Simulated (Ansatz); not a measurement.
Rb₂H₄Pt:
Space group P4₂/mnm (No. 136); a = b = 5.867 Å, c = 8.418 Å, α = β = γ = 90.00°

```tsv
atom	site	symmetry	x	y	z
Rb	4d	-4..	0.0000	0.5000	0.2500
H	4e	2.mm	0.0000	0.0000	0.1958
H	4f	m.2m	0.1988	0.1988	0.0000
Pt	2a	m.mm	0.0000	0.0000	0.0000
```

Relaxed with r²SCAN.

### Question
Tabulate the valence density and the electron localisation function along the shortest Rb–H contact (2.97 Å), DFT-r²SCAN in the program Ansatz with PAW potentials.

### Answer


```
distance from Rb (Å)  density (e/Å³)   ELF
--------------------  --------------  ----
0.30                            1.72  0.26
0.45                            2.12  0.63
0.59                            2.00  0.82
0.74                            1.49  0.87
0.89                            0.93  0.87
1.04                            0.51  0.80
1.19                            0.26  0.60
1.34                            0.14  0.24
1.48                            0.08  0.06
1.63                            0.06  0.04
1.78                            0.07  0.08
1.93                            0.09  0.34
2.08                            0.13  0.73
2.23                            0.20  0.91
2.37                            0.33  0.97
2.52                            0.55  0.99
2.67                            0.93  1.00
```

The density is the valence pseudo-density with augmentation charge, so density and ELF within about 1 Å of a nucleus are not all-electron values.

Space group P4_2/mnm. The workflow started from a Materials Project entry (that database holds measured and hypothetical structures alike); the Crystallography Open Database copy checked does not list it. Its standing as an ambient phase is unchecked. The r²SCAN relaxation kept the symmetry of its start; its stability against distortions is not shown here. The run is not spin-polarised. Spin–orbit coupling is left out wherever it is not named.

Potentials: the later of the program's two PAW sets.
